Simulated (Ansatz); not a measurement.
ZrPt:
```cif
data_Pt4Zr4
_chemical_formula_sum 'Zr4 Pt4'
_space_group_name_H-M_alt 'Cmcm'
_space_group_IT_number 63
_space_group_name_Hall '-C 2c 2'
_cell_length_a 3.44162
_cell_length_b 10.39349
_cell_length_c 4.28122
_cell_angle_alpha 90.000
_cell_angle_beta 90.000
_cell_angle_gamma 90.000
loop_
_space_group_symop_operation_xyz
  'x, y, z'
  '-x, -y, -z'
  '-x, -y, z+1/2'
  'x, y, -z+1/2'
  'x, -y, -z'
  '-x, y, z'
  '-x, y, -z+1/2'
  'x, -y, z+1/2'
  'x+1/2, y+1/2, z'
  '-x+1/2, -y+1/2, -z'
  '-x+1/2, -y+1/2, z+1/2'
  'x+1/2, y+1/2, -z+1/2'
  'x+1/2, -y+1/2, -z'
  '-x+1/2, y+1/2, z'
  '-x+1/2, y+1/2, -z+1/2'
  'x+1/2, -y+1/2, z+1/2'
loop_
_atom_site_label
_atom_site_type_symbol
_atom_site_symmetry_multiplicity
_atom_site_Wyckoff_symbol
_atom_site_fract_x
_atom_site_fract_y
_atom_site_fract_z
_atom_site_occupancy
Zr1 Zr 4 c 0.00000 0.14120 0.75000 1
Pt1 Pt 4 c 0.00000 0.59227 0.25000 1
```
(The calculation used a cell of 4 atoms; values per cell refer to that cell.)

Relaxed with r²SCAN.

Problem. Tabulate the valence density and the electron localisation function along the shortest Zr–Zr contact (3.44 Å), DFT-r²SCAN in the program Ansatz with PAW potentials.

Solution. 

| distance from Zr (Å) | density (e/Å³) | ELF |
|---|---|---|
| 0.34 | 4.07 | 0.55 |
| 0.52 | 3.67 | 0.78 |
| 0.69 | 2.30 | 0.79 |
| 0.86 | 1.06 | 0.59 |
| 1.03 | 0.43 | 0.23 |
| 1.20 | 0.22 | 0.08 |
| 1.38 | 0.15 | 0.09 |
| 1.55 | 0.13 | 0.14 |
| 1.72 | 0.13 | 0.18 |
| 1.89 | 0.13 | 0.14 |
| 2.06 | 0.15 | 0.09 |
| 2.24 | 0.22 | 0.08 |
| 2.41 | 0.43 | 0.23 |
| 2.58 | 1.06 | 0.59 |
| 2.75 | 2.30 | 0.79 |
| 2.93 | 3.67 | 0.78 |
| 3.10 | 4.07 | 0.55 |

The density is the valence pseudo-density with augmentation charge, so density and ELF within about 1 Å of a nucleus are not all-electron values.

The workflow started from a Materials Project entry (that database holds measured and hypothetical structures alike); the Crystallography Open Database copy checked does not list it. COD files the formula under space group No. 221, so this cell is another polymorph or a model. Its standing as an ambient phase is unchecked. The cell was relaxed with r²SCAN under the symmetry of its start; whether a distortion lowers the energy is not shown. No spin polarisation was allowed. Scalar-relativistic: spin–orbit coupling is off unless named, which matters more the heavier the elements.

Potentials: the later of the program's two PAW sets.
